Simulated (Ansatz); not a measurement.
Hg3S2F2 in space group I2_13 (No. 199; Hg on 12b, S on 8a, F on 8a), DFT-LDA in the program Ansatz with PAW potentials. The conduction-band minimum lies at Γ, with 1 equivalent valley. Second derivatives d²E/dk² of the lowest band at one valley (eV·Å²), along Cartesian directions:

```json
[
 {"direction": "[100]", "d²E/dk²": "22.32"},
 {"direction": "[010]", "d²E/dk²": "22.32"},
 {"direction": "[001]", "d²E/dk²": "22.32"},
 {"direction": "[110]", "d²E/dk²": "22.33"},
 {"direction": "[101]", "d²E/dk²": "22.33"},
 {"direction": "[011]", "d²E/dk²": "22.33"}
]
```

Q: Find the principal effective masses, the density-of-states mass and the conductivity mass.

A: Off-diagonal terms follow from H_xy = H[110] − (H_xx + H_yy)/2, and m*/mₑ = 7.620 eV·Å² over each eigenvalue: 0.34, 0.34, 0.34. One valley's DOS mass (m₁m₂m₃)^(1/3) = 0.34, conductivity mass 3/(Σ 1/mᵢ) = 0.34 mₑ.

Q: What effective density of states Nc follows at 300 K for parabolic valleys?

A: Nc = 2.509e19 × 1 × (0.34)^(3/2) ≈ 5.0e18 cm⁻³.

The workflow started from a Materials Project entry (that database holds measured and hypothetical structures alike); the Crystallography Open Database files this formula in space group No. 199, but the cells were not matched. Whether it is the stable phase at ambient conditions was not checked. Symmetry was held in the LDA relaxation; its stability against distortions is not shown here. Scalar-relativistic: spin–orbit coupling is off unless named, which matters more the heavier the elements.

Potentials: the later of the program's two PAW sets.

Edges and masses are those of Kohn–Sham bands, whose gap is no quasiparticle gap.
